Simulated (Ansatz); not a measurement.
Property card for SiGe

SiGe:
```
CELL_PARAMETERS angstrom
     -1.98108     1.98108    14.02658
      1.98108    -1.98108    14.02658
      1.98108     1.98108   -14.02658
ATOMIC_POSITIONS crystal
  Si 0.90442 0.90442 0.00000
  Si 0.45210 0.95210 0.50000
  Si 0.50000 0.50000 0.00000
  Si 0.04790 0.54790 0.50000
  Si 0.09558 0.09558 0.00000
  Ge 0.64547 0.14547 0.50000
  Ge 0.69783 0.69783 0.00000
  Ge 0.25000 0.75000 0.50000
  Ge 0.30217 0.30217 0.00000
  Ge 0.85453 0.35453 0.50000
```

Space group I-4m2 (No. 119); conventional cell a = 3.9622 Å, b = 3.9622 Å, c = 28.0532 Å, α = 90.00°, β = 90.00°, γ = 90.00°.

Method: the program Ansatz at the PBE level (PAW). Structure relaxed to zero pressure with the same functional. Other levels are named where they apply.

**Cell and energy**

- Volume per atom = 22.02 Å³
- Density = 3.80 g/cm³
- Formation energy from the elements (no fitted shifts) = 0.016 eV/atom

**Electronic structure**

- Band gap = 0.33 eV (direct)
- Valence-band maximum = at Γ
- Conduction-band minimum = at Γ
- Electron effective mass = 0.18, 0.18, 1.4 mₑ (principal values)
- Weight of the conduction-edge state by species (Voronoi cells) = Si 85 %, Ge 15 %
- Hole effective mass, band 1 of 2 at the edge = 2.2 along x, 0.26 along z (mₑ)
- Hole effective mass, band 2 of 2 at the edge = 0.055 along x, 0.26 along z (mₑ)
- Weight of the valence-edge state by species (Voronoi cells) = Ge 63 %, Si 37 %

The start of the workflow was typed in or built on a structure type; neither database checked (COD, Materials Project) lists it. Its standing as an ambient phase is unchecked. The cell was relaxed with PBE under the symmetry of its start; its stability against distortions is not shown here. The references are the lowest solids computed at this level, not always the standard phases. Scalar-relativistic: spin–orbit coupling is off unless named, which matters more the heavier the elements.

Potentials: the earlier of the program's two PAW sets.
